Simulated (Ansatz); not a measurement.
A relaxed cell of ZrTi₃C₄ is given with its symmetry left out. The cell was found from a structure generator's guess, not taken from experiment.

The calculation used DFT PBE, scalar-relativistic, plane waves, PAW in Ansatz. Cutoff 420 eV, Γ-centred mesh, Gaussian smearing, no spin polarisation.

```
Zr Ti C
1.0
     3.13662   -4.43373    0.00000
     3.13662    4.43373    0.00000
     0.00000    0.00000    3.14314
Zr Ti C
1 3 4
Direct
  0.50000 0.50000 0.00000
  0.00000 0.00000 0.00000
  0.00000 0.50000 0.50000
  0.50000 0.00000 0.50000
  0.75558 0.24442 0.00000
  0.24442 0.75558 0.00000
  0.76136 0.76136 0.50000
  0.23864 0.23864 0.50000
```

Formation energies are uncorrected and refer to the elements' standard structures at the same level.

(1) What space group does it have?

(2) What is its formation energy per atom?

(3) Is it a metal?

Results:

(1) Cmmm (No. 65), with Zr and Ti ordered on rock salt sites. Conventional cell: a = 6.273 Å, b = 8.867 Å, c = 3.143 Å. Zr is surrounded by 6 C at 2.27 Å, 10 Ti at 3.14 Å and 2 Zr at 3.14 Å; Ti on a site of symmetry mmm has 6 C at 2.17 Å, 2 Zr at 3.14 Å and 10 Ti at 3.14 Å; around Ti on a site of symmetry 2/m lie 6 C at 2.22 Å, 8 Ti at 3.14 Å and 4 Zr at 3.14 Å; C on a site of symmetry m2m is surrounded by 5 Ti at 2.17–2.22 Å and 1 Zr at 2.27 Å; 1 more site not described.

(2) −0.78 eV/atom. A negative formation energy is needed for stability but isn't enough: competing phases decide.

(3) Yes, bands cross the Fermi level on the 8×8×12 mesh.

The last run used an 8×8×12 mesh (in the run's order of axes) for its 8-atom cell and Gaussian smearing of 0.10 eV. The reference form of C is held partly by dispersion forces, which this level lacks. A later test with randomly moved atoms came back to the same energy, though modes that don't fit the test's cell weren't probed.
